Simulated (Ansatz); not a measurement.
Input:

H4IN:
Space group Imm2 (No. 44); a = 5.1861 Å, b = 6.9768 Å, c = 4.7989 Å, α = β = γ = 90.00°

| atom | site | symmetry | x | y | z |
|---|---|---|---|---|---|
| H | 4c | .m. | 0.1645 | 0.0000 | 0.8633 |
| H | 4d | m.. | 0.0000 | 0.1240 | 0.1117 |
| I | 2b | mm2 | 0.0000 | 0.5000 | 0.0092 |
| N | 2a | mm2 | 0.0000 | 0.0000 | 0.9919 |
(The calculation used a cell of 6 atoms; values per cell refer to that cell.)

This is the LDA-relaxed structure.

Task: All from LDA in the plane-wave PAW code Ansatz, unless another level is named. Give the bulk modulus (Birch–Murnaghan fit).

Result: 11.9 GPa.

Task: Give the highest zone-centre frequency (without LO–TO term).

Result: 3257 cm^-1.

The first step of the workflow began from a Materials Project structure, measured or hypothetical; the Crystallography Open Database copy checked does not list it. Whether it is the stable phase at ambient conditions was not checked. The cell was relaxed with LDA under the symmetry of its start. At this level the phase is dynamically unstable (imaginary phonons). A crystal of weakly bound molecules computed without a dispersion correction: the cell and the soft elastic constants depend strongly on that. Spin–orbit coupling is left out wherever it is not named.

Potentials: the later of the program's two PAW sets.
